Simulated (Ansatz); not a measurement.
Here is the system:

Relaxed Ca$_{2}$Si (space group Pnma):

```
Ca2Si
1.0
    7.27248     0.00000     0.00000
    0.00000     4.74909     0.00000
    0.00000     0.00000     8.81450
Ca Si
8 4
Cartesian
  2.46185   3.56182   0.66269
  4.81063   1.18727   8.15182
  1.17439   1.18727   5.06994
  6.09808   3.56182   3.74456
  0.13595   1.18727   1.63068
  7.13652   3.56182   7.18383
  3.50029   3.56182   6.03793
  3.77219   1.18727   2.77658
  5.45759   1.18727   5.31411
  1.81489   3.56182   3.50039
  5.45113   3.56182   0.90686
  1.82135   1.18727   7.90764
```

A phonon eigenvector at Γ is frozen into this cell: atom i moves by Q times the vector below, so Q is the largest atomic displacement, in Å. The cell is held.

```json
[
 {"atom": "Ca1", "x": "-0.350", "y": "0.000", "z": "0.210"},
 {"atom": "Ca2", "x": "0.350", "y": "0.000", "z": "-0.210"},
 {"atom": "Ca3", "x": "0.350", "y": "0.000", "z": "0.210"},
 {"atom": "Ca4", "x": "-0.350", "y": "0.000", "z": "-0.210"},
 {"atom": "Ca5", "x": "0.194", "y": "0.000", "z": "-0.404"},
 {"atom": "Ca6", "x": "-0.194", "y": "0.000", "z": "0.404"},
 {"atom": "Ca7", "x": "-0.194", "y": "0.000", "z": "-0.404"},
 {"atom": "Ca8", "x": "0.194", "y": "0.000", "z": "0.404"},
 {"atom": "Si9", "x": "0.990", "y": "0.000", "z": "0.143"},
 {"atom": "Si10", "x": "-0.990", "y": "0.000", "z": "-0.143"},
 {"atom": "Si11", "x": "-0.990", "y": "0.000", "z": "0.143"},
 {"atom": "Si12", "x": "0.990", "y": "0.000", "z": "-0.143"}
]
```

Computed with LDA (plane waves to 420 eV, PAW, scalar-relativistic; Ansatz, an electronic-structure program). k mesh 4×6×3 (Γ-centred), Fermi-Dirac smearing 0.05 eV. Energies are smeared free energies. Ca2Si was relaxed with its symmetry unable to fall. ΔE is measured from the undisplaced structure.

The scan covers Q from -0.100 to 0.100 Å in 13 points.

### Question
Is this a single well or a double well?

### Answer
A single well with its minimum at or next to zero displacement.

### Question
What is the energy change at Q = 0.100 Å?

### Answer
106.2 meV/cell.

### Question
What harmonic wavenumber does the curvature at Q = 0 give?

### Answer
184 cm⁻¹.

(A displaced cell: forces are minus the slopes of the energy, force constants its curvatures, and phonons follow from these.)
